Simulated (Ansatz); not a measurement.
CsLaS₂:
```yaml
crystal:
  lattice:
    - [2.16895, 1.25225, 8.07963]
    - [-2.16895, 1.25225, 8.07963]
    - [0.00000, -2.50449, 8.07963]
  atoms:
    - { symbol: Cs, position: [0.00000, 0.00000, 0.00000] }
    - { symbol: La, position: [0.50000, 0.50000, 0.50000] }
    - { symbol: S, position: [0.22918, 0.22918, 0.22918] }
    - { symbol: S, position: [0.77082, 0.77082, 0.77082] }
```

Relaxed with r²SCAN.

Q: Give the Bader charges and basin volumes of the independent atoms, the program Ansatz at the r²SCAN level (PAW).

A: 

| atom | Bader charge (e) | Bader volume (Å³) |
|---|---|---|
| Cs1 | +0.79 | 38.5 |
| La2 | +1.94 | 21.9 |
| S3 | -1.37 | 35.6 |

Space group R-3m. The workflow started from a Materials Project entry (that database holds measured and hypothetical structures alike); the Crystallography Open Database copy checked does not list it. Whether it is the stable phase at ambient conditions was not checked. The cell was relaxed with r²SCAN under the symmetry of its start; its stability against distortions is not shown here. Spin–orbit coupling is left out wherever it is not named.

Potentials: the later of the program's two PAW sets.
